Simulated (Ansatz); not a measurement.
An Ansatz (a quantum-chemistry and plane-wave program) run. Input:

Ansatz 0.2 input:
```yaml
crystal:
  lattice:
    - [1.4607026103, 0.8433370452, 5.5420384962]
    - [-1.4607026103, 0.8433370452, 5.5420384962]
    - [0.0, -1.6866740905, 5.5420384962]
  atoms:
    - { symbol: Cd, position: [0.0, 0.0, 0.0] }
    - { symbol: Si, position: [0.5, 0.5, 0.5] }
    - { symbol: N, position: [0.7744693893, 0.7744693893, 0.7744693893] }
    - { symbol: N, position: [0.2255306107, 0.2255306107, 0.2255306107] }
kpoints:
  mp_grid: { grid: [9, 9, 9] }
  band_path:
    path:
      - [[0.0, 0.0, 0.0], [0.5, 0.5, 0.5], [0.8178960093, 0.1821039907, 0.5]]  # Γ-T-H_2
      - [[0.5, -0.1821039907, 0.1821039907], [0.5, 0.0, 0.0], [0.0, 0.0, 0.0], [0.3410519954, -0.3410519954, 0.0]]  # H_0-L-Γ-S_0
      - [[0.6589480046, 0.0, 0.3410519954], [0.5, 0.0, 0.5], [0.0, 0.0, 0.0]]  # S_2-F-Γ
      - [VBM, CBM]
    npoints: 10
basis: { xc_grid: 2 }
hamiltonian:
  xc: pbe
  pseudopotentials: { azcp: { folder: ./paw }, kind: paw_fr }
magnetization: { noncollinear: true, spin_orbit: true }
scf:
  n_extra_bands: 12
  convergence: { dr2_threshold: 0.0000000001 }
  occupations: { method: gaussian, width: 0.01 }
checkpoint: { write: soc.run }
output: { eigenvalues: true }
```

Output (shortened):

```
basis.fft_grid_basis auto: the FFT boxes are laid along the combinations [[1, 0, -1], [0, 1, -1], [0, 0, 1]] of the cell's own vectors, 2.921, 2.921 and 5.793 …
Pseudopotential: Cd, paw, valence charge 20
Pseudopotential: Si, paw, valence charge 4
Pseudopotential: N, paw, valence charge 5
Functional definition: PBE
non-collinear run that drives no moment, with spin-orbit …
Crystal: 4 atoms, lattice volume = 40.962 Å³
Basis set: ecut = 420 eV, 793 PW (Γ), FFT grids on a1−a3, a2−a3, a3, exchange–correlation on 40×40×80 points (8 copies of the dense FFT grid, shifted against one another)
Bands: 46, of which v1, the nominal top of the filled ones, is band 34 counted from 1 (33 counted from 0)
Symmetry: 12 space group operations + 12 with time reversal
k-points: 85 of 729
Projection manifold: j_resolved (fully-relativistic pseudo-atomic orbitals)
SCF iter   1: F=—  HF=-9662.276250 eV  |F-HF|=—  |Δ(HF+E_count)|=         —  Δρ=8.85e-2  dr2=3.31e0  dr2_m=0.00e0 (ungated)  ethr=3.10e-3  |M|=0.00e0 ∫|m|=0.00e0 μB  |m|>n=0.0e0 m-floor=0.0e0 τ_xc=0.0e0  β_m=0.30  ⟨swp⟩=6.8  Hψ=9459  notcnv=0  defer=68
preconditioner: auto → none
SCF iter   2: F=—  HF=-9661.353136 eV  |F-HF|=—  |Δ(HF+E_count)|=   9.23e-1  Δρ=4.03e-2  dr2=3.99e-1  dr2_m=0.00e0 (ungated)  ethr=3.10e-3  |M|=0.00e0 ∫|m|=0.00e0 μB  |m|>n=0.0e0 m-floor=0.0e0 τ_xc=0.0e0  β_m=0.36  ⟨swp⟩=2.8  Hψ=3682  notcnv=0  defer=524
SCF iter   3: F=—  HF=-9661.306706 eV  |F-HF|=—  |Δ(HF+E_count)|=   4.64e-2  Δρ=2.07e-2  dr2=6.80e-2  dr2_m=0.00e0 (ungated)  ethr=1.17e-3  |M|=0.00e0 ∫|m|=0.00e0 μB  |m|>n=0.0e0 m-floor=0.0e0 τ_xc=0.0e0  β_m=0.58  ⟨swp⟩=2.9  Hψ=3206  notcnv=0  defer=520
SCF iter   4: F=—  HF=-9661.315264 eV  |F-HF|=—  |Δ(HF+E_count)|=   8.56e-3  Δρ=2.67e-3  dr2=1.72e-3  dr2_m=0.00e0 (ungated)  ethr=2.00e-4  |M|=0.00e0 ∫|m|=0.00e0 μB  |m|>n=0.0e0 m-floor=0.0e0 τ_xc=0.0e0  β_m=0.54  ⟨swp⟩=2.0  Hψ=2322  notcnv=0  defer=522
SCF iter   5: F=—  HF=-9661.314998 eV  |F-HF|=—  |Δ(HF+E_count)|=   2.65e-4  Δρ=6.13e-4  dr2=1.83e-4  dr2_m=0.00e0 (ungated)  ethr=5.05e-6  |M|=0.00e0 ∫|m|=0.00e0 μB  |m|>n=0.0e0 m-floor=0.0e0 τ_xc=0.0e0  β_m=0.49  ⟨swp⟩=2.0  Hψ=3162  notcnv=0  defer=522
SCF iter   6: F=—  HF=-9661.314974 eV  |F-HF|=—  |Δ(HF+E_count)|=   2.46e-5  Δρ=2.59e-4  dr2=2.86e-5  dr2_m=0.00e0 (ungated)  ethr=5.39e-7  |M|=0.00e0 ∫|m|=0.00e0 μB  |m|>n=0.0e0 m-floor=0.0e0 τ_xc=0.0e0  β_m=0.48  ⟨swp⟩=2.6  Hψ=2746  notcnv=0  defer=522
SCF iter   7: F=—  HF=-9661.314973 eV  |F-HF|=—  |Δ(HF+E_count)|=   8.01e-7  Δρ=9.93e-5  dr2=1.29e-6  dr2_m=0.00e0 (ungated)  ethr=8.40e-8  |M|=0.00e0 ∫|m|=0.00e0 μB  |m|>n=0.0e0 m-floor=0.0e0 τ_xc=0.0e0  β_m=0.61  ⟨swp⟩=2.0  Hψ=2133  notcnv=0  defer=522
SCF iter   8: F=—  HF=-9661.314968 eV  |F-HF|=—  |Δ(HF+E_count)|=   4.62e-6  Δρ=1.98e-5  dr2=5.99e-8  dr2_m=0.00e0 (ungated)  ethr=3.78e-9  |M|=0.00e0 ∫|m|=0.00e0 μB  |m|>n=0.0e0 m-floor=0.0e0 τ_xc=0.0e0  β_m=0.68  ⟨swp⟩=2.1  Hψ=2723  notcnv=0  defer=522
SCF iter  10: F=-9661.314968 eV  HF=-9661.314968 eV  |F-HF|=1.82e-12  |Δ(HF+E_count)|=  8.31e-10  Δρ=1.28e-7  dr2=2.53e-12  dr2_m=0.00e0 (ungated)  ethr=1.00e-12  |M|=0.00e0 ∫|m|=0.00e0 μB  |m|>n=0.0e0 m-floor=0.0e0 τ_xc=0.0e0  ⟨swp⟩=9.7  Hψ=7314  notcnv=0
SCF 1 converged in 10 iterations: F = -9661.314968 eV  dr2 = 2.53e-12
NSCF: frozen V_eff on 32 k-points
NSCF: frozen V_eff on 32 k-points
NSCF: frozen V_eff on 32 k-points
NSCF: frozen V_eff on 32 k-points
NSCF: frozen V_eff on 32 k-points
NSCF: frozen V_eff on 3 k-points
NSCF: frozen V_eff on 27 k-points
NSCF: frozen V_eff on 14 k-points
NSCF: frozen V_eff on 4 k-points
NSCF: frozen V_eff on 10 k-points
NSCF: frozen V_eff on 8 k-points
NSCF: frozen V_eff on 14 k-points
NSCF: frozen V_eff on 7 k-points
NSCF: frozen V_eff on 1 k-points
NSCF: frozen V_eff on 7 k-points
NSCF: frozen V_eff on 8 k-points
NSCF: frozen V_eff on 18 k-points
NSCF: frozen V_eff on 10 k-points
NSCF: frozen V_eff on 4 k-points
NSCF: frozen V_eff on 84 k-points
SCF converged after 10 iterations
Magnetization: |M| = 0.0000 μB,  M = (+0.0000, +0.0000, +0.0000) μB
Absolute magnetization: 0.0000 μB (∫|m|)
  site 0: m = (+0.0000, +0.0000, +0.0000) μB, |m| = 0.0000 μB  (R = 1.02 Å)
  site 1: m = (+0.0000, +0.0000, +0.0000) μB, |m| = 0.0000 μB  (R = 0.80 Å)
  site 2: m = (+0.0000, +0.0000, +0.0000) μB, |m| = 0.0000 μB  (R = 0.80 Å)
  site 3: m = (+0.0000, +0.0000, +0.0000) μB, |m| = 0.0000 μB  (R = 0.80 Å)
Free energy (F): -9661.314968 eV
Harris-Foulkes:  -9661.314968 eV  (|F-HF|=1.82e-12)
Internal energy: -9661.314968 eV  (E = F + TS)
E sigma→0 (E₀):  -9661.314968 eV
Fermi energy:    14.801597 eV
--- Per-component energies (eV) ---
  E_band       = -285.146793
  E_kinetic    = 744.565268
  E_local      = -3596.513220  (includes V_loc(G=0)·N_el)
  E_nonlocal   = 211.178675
  E_hartree    = 1676.245487
  E_xc         = -334.091506
  E_vxc        = -397.896905  (∫ρ·V_xc dr)
  E_paw        = -4868.794925  (= ΣΔE_a)
  E_vpaw       = -598.973672  (= ΣTr[D̂ρ^β])
  E_aug_tail   = 0.002111  (compensation charges beyond the density's cutoff)
  E_ewald      = -3493.906859
  E_smearing   =  0.000000  (= −TS)
  E_closure    =  0.000000  (closes the sum)
  Σ components = -9661.314968   (vs F -9661.314968, Δ=0.00e0)
  [band-id]    e_kinetic+e_local+e_nonlocal+2·e_hartree+e_vxc+e_vpaw+e_augmentation_tail = -285.146768   (vs E_band -285.146793, Δ=2.42e-5)
--- Band table (eV; the first three rows and the last of 85) ---
  k-point 0: bands = ["-87.9145", "-87.9145", "-53.0199", "-53.0199", "-47.2364", "-47.2364", "-47.1666", "-47.1666", "-3.5966", "-3.5966", "0.1246", "0.1246", "4.7531", "4.7531", "5.2852", "5.2852", "5.8755", "5.8755", "6.2702", "6.2702", "6.6662", "6.6662", …
  k-point 1: bands = ["-87.9138", "-87.9138", "-53.0223", "-53.0223", "-47.2422", "-47.2422", "-47.1677", "-47.1677", "-3.3754", "-3.3754", "0.2207", "0.2207", "4.9354", "4.9354", "5.3120", "5.3120", "5.9209", "5.9209", "6.2641", "6.2641", "6.6070", "6.6070", …
  k-point 2: bands = ["-87.9121", "-87.9121", "-53.0284", "-53.0284", "-47.2573", "-47.2573", "-47.1702", "-47.1702", "-2.7342", "-2.7342", "0.4751", "0.4751", "5.0146", "5.0146", "5.5331", "5.5331", "6.1114", "6.1114", "6.2222", "6.2222", "6.4929", "6.4929", …
  k-point 84: bands = ["-87.9138", "-87.9138", "-53.0223", "-53.0223", "-47.2422", "-47.2422", "-47.1677", "-47.1677", "-3.2335", "-3.2335", "-0.2270", "-0.2270", "5.1012", "5.1012", "5.2984", "5.2984", "5.9102", "5.9102", "6.2563", "6.2563", "6.5677", …
```

Cost: about 90 core-seconds (a rough figure) on shared cores.

Space group R-3m. The start of the workflow was typed in or built on a structure type; neither database checked (COD, Materials Project) lists it. Its standing as an ambient phase is unchecked. The cell was relaxed with PBE under the symmetry of its start; its stability against distortions is not shown here.

Potentials: the earlier of the program's two PAW sets.

Ansatz is a plane-wave DFT program.
